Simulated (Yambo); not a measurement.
BSE-type run in Yambo on CdOFH (space group P2_1, No. 4, within 0.06 Å of Pmn2_1), at zero momentum.

Quantum ESPRESSO step (LDA, PseudoDojo standard norm-conserving files, scalar-relativistic):
```
&CONTROL
  calculation = 'nscf'
  pseudo_dir = './pseudo'
  outdir = './out'
/
&SYSTEM
  ibrav = 0
  nat = 8
  ntyp = 4
  ecutwfc = 102.0
  ecutrho = 408.0
  occupations = 'fixed'
  force_symmorphic = .true.
  nbnd = 73
/
&ELECTRONS
  conv_thr = 8e-09
  diago_full_acc = .true.
  diago_thr_init = 1e-08
/
ATOMIC_SPECIES
H 1.0080 H.upf
O 15.9990 O.upf
F 18.9984 F.upf
Cd 112.4140 Cd.upf
CELL_PARAMETERS angstrom
  3.534360000000   0.000000000000   0.000000000000
  0.000000000000   4.844690000000   0.000000000000
 -0.008163000000   0.000000000000   5.627954000000
ATOMIC_POSITIONS crystal
H   0.749700000000   0.684170000000   0.272400000000
H   0.250300000000   0.184170000000   0.727600000000
O   0.248160000000   0.021550000000   0.619690000000
O   0.751840000000   0.521550000000   0.380310000000
F   0.248870000000   0.479750000000   0.894200000000
F   0.751130000000   0.979750000000   0.105800000000
Cd   0.747760000000   0.754530000000   0.733370000000
Cd   0.252240000000   0.254530000000   0.266630000000
K_POINTS automatic
4 4 4 0 0 0
```

Yambo input:
```
rim_cut
optics
bse
bss
dipoles
em1s
RandQpts= 1000000
RandGvec= 1 Ry
FFTGvecs= 40 Ry
Chimod= "HARTREE"
BSKmod= "SEX"
BSEmod= "resonant"
BSSmod= "hs"
BSENGexx= 15 Ry
BSENGBlk= 3 Ry
% KfnQP_E
 2.173 | 1.0 | 1.0 |
%
% BSEQptR
 1 | 1 |
%
% BSEBands
 13 | 38 |
%
% BEnRange
 0.0 | 12.6 | eV
%
% BDmRange
 0.15 | 0.15 | eV
%
BEnSteps= 252
% BLongDir
 0.0 | 1.0 | 0.0 |
%
BSHayTrs= -0.02
BSSNEig= 24
WRbsWF
% BndsRnXs
 9 | 69 |
%
NGsBlkXs= 3 Ry
% LongDrXs
 1.0 | 1.0 | 1.0 |
%
```

From the report:

The dimension is k points × valence × conduction bands = 64 × 22 × 4 = 5632.
```
  [SLEPC] Approach                          : Krylov-Schur
  [SLEPC] Number of requested eigenvalues   :  24
  [SLEPC] Number of eigenvalues        [NEV]:  24
   [K] Dimension                                    :   5632
   [K] Bands                                        :   13   38
   [K] Exchange res                                 : yes
   [K] Correlation res                              : yes
   [K] W interaction is bare                        : no
   [K] RL vectors exchange                          :   639
   [K] RL vectors correlation                       :   59
   [W] Matrix size                                  :   59
   [W] Bands                                        :    9   69
   [W] Coulomb Cutoff                               : none
   [W] Hxc Kernel                                   : HARTREE
```

Spin-orbit coupling is not included.

Geometry of the Materials Project entry, not relaxed at this level.

The structure is a Materials Project entry; no match was found in the copy of COD used, and its stability was not checked.
